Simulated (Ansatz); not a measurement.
The relaxed structure here is a generated cell of MoPt: the first start was made by placing the elements on the sites of a structure type, and the end was not matched to a known phase here, so it may be hypothetical.

The start is a generated trial cell of MoPt in the AFLOW prototype AB_cF8_216_c_a (B3, as in ZnS). A full variable-cell relaxation at zero pressure is run with PBE (plane waves to 420 eV, PAW, scalar-relativistic; Ansatz, an electronic-structure program). First-step values are on the input's coarse k-mesh.

Ansatz input (later rounds restart from its end on a renewed k-mesh):
Ansatz 0.2 input:
```yaml
crystal:
  lattice:
    - [0, 2.4754955, 2.4754955]
    - [2.4754955, 0, 2.4754955]
    - [2.4754955, 2.4754955, 0]
  atoms:
    - { symbol: Pt, position: [0.25, 0.25, 0.25] }
    - { symbol: Mo, position: [0, 0, 0] }
basis: { ecutwfc: 420, ecutrho_ratio: 4, xc_grid: 2, fft_grid_basis: typed }
kpoints: { mp_grid: { grid: [11, 11, 11] } }
hamiltonian:
  xc: pbe
  dispersion: none
  pseudopotentials: { kind: paw }
scf: { occupations: { method: fermi_dirac, width: 0.05 } }
relax: { f_tol: 0.01, max_steps: 100, cell: { stress_tol: 0.02 } }
output: { forces: true, stress: true }
```

Problem. By how much does the energy per atom fall from start to end?

Solution. About 2.6 eV/atom.

Problem. How does the volume per atom move from start to end?

Solution. +52.4 %, from 15.17 to 23.13 Å³/atom.

Problem. How do the shortest distances between atoms change?

Solution. The closest pairs of elements (up to four, under 3.6 Å), start → end: Mo–Pt 2.14 → 2.47 Å; Pt–Pt 3.50 → 4.03 Å; Mo–Mo 3.50 → 4.03 Å.

Problem. Is the relaxed structure metallic? Give its gap.

Solution. Zero (metallic).

Problem. Write out the relaxed structure.

Solution. 
```cif
data_Mo4Pt4
_chemical_formula_sum 'Pt4 Mo4'
_space_group_name_H-M_alt 'F-43m'
_space_group_IT_number 216
_space_group_name_Hall 'F -4 2 3'
_cell_length_a 5.69807
_cell_length_b 5.69807
_cell_length_c 5.69807
_cell_angle_alpha 90.000
_cell_angle_beta 90.000
_cell_angle_gamma 90.000
loop_
_atom_site_label
_atom_site_type_symbol
_atom_site_symmetry_multiplicity
_atom_site_Wyckoff_symbol
_atom_site_fract_x
_atom_site_fract_y
_atom_site_fract_z
_atom_site_occupancy
Pt1 Pt 4 c 0.25000 0.25000 0.25000 1
Mo1 Mo 4 a 0.00000 0.00000 0.00000 1
```
(The calculation used a cell of 2 atoms; values per cell refer to that cell.)

The space group stays F-43m (No. 216) (the run could not lower it); the end is zinc blende type, with 2 atoms in the primitive cell. Final values are on a 14×14×14 k-mesh of the relaxed cell. The start holds a very short contact (Pt–Mo 2.14 Å). No spin polarisation in the result.

The run could not lose the symmetry of its start, so the end can be a saddle point.

All atoms sit on sites fixed by symmetry, so only the cell could relax.
